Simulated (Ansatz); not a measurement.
Relax this structure to zero stress and force, keeping its symmetry:

```cif
data_structure
_symmetry_space_group_name_H-M 'P6_3/mmc'
_symmetry_Int_Tables_number 194
_cell_length_a 5.3799
_cell_length_b 5.3799
_cell_length_c 6.7226
_cell_angle_alpha 90.000
_cell_angle_beta 90.000
_cell_angle_gamma 120.000
_cell_volume 168.51
loop_
_atom_site_label
_atom_site_type_symbol
_atom_site_symmetry_multiplicity
_atom_site_Wyckoff_symbol
_atom_site_fract_x
_atom_site_fract_y
_atom_site_fract_z
_atom_site_occupancy
In1 In 2 d 0.66667 0.33333 0.25000 1
In2 In 2 a 0.00000 0.00000 0.50000 1
Sb1 Sb 2 c 0.66667 0.33333 0.75000 1
```

Level of theory: DFT r2SCAN, scalar-relativistic, plane waves, PAW in Ansatz.

Settings: cutoff 500 eV, Γ-centred mesh 12×12×6 on the computed 6-atom cell, Gaussian smearing of 0.10 eV; no spin polarisation.

Q: What does it relax to?

A: The volume drops by 0.79 Å³/atom to 27.29 Å³/atom, and the energy falls by 8.4 meV/atom. Final structure:
```cif
data_structure
_symmetry_space_group_name_H-M 'P6_3/mmc'
_symmetry_Int_Tables_number 194
_cell_length_a 5.4155
_cell_length_b 5.4155
_cell_length_c 6.4473
_cell_angle_alpha 90.000
_cell_angle_beta 90.000
_cell_angle_gamma 120.000
_cell_volume 163.75
loop_
_atom_site_label
_atom_site_type_symbol
_atom_site_symmetry_multiplicity
_atom_site_Wyckoff_symbol
_atom_site_fract_x
_atom_site_fract_y
_atom_site_fract_z
_atom_site_occupancy
In1 In 2 d 0.66667 0.33333 0.25000 1
In2 In 2 a 0.00000 0.00000 0.50000 1
Sb1 Sb 2 c 0.66667 0.33333 0.75000 1
```

Course of the relaxation (steps run on the plane waves of an earlier cell, and the basis is chosen afresh near the end, so energy and pressure can step there; trial steps that raised the energy were taken back; energies are free energies):

| step | E − E_final (meV/atom) | P (GPa) | V (Å³/atom) |
| --- | --- | --- | --- |
| 1 | 8.4 | -0.89 | 28.08 |
| 2 | 1.3 | -0.04 | 27.36 |
| 3 | 0.5 | 0.05 | 27.25 |
| 4 | 0.0 | -0.03 | 27.31 |
| 5 | 0.0 | 0.00 | 27.29 |
| 6 | 0.0 | 0.00 | 27.29 |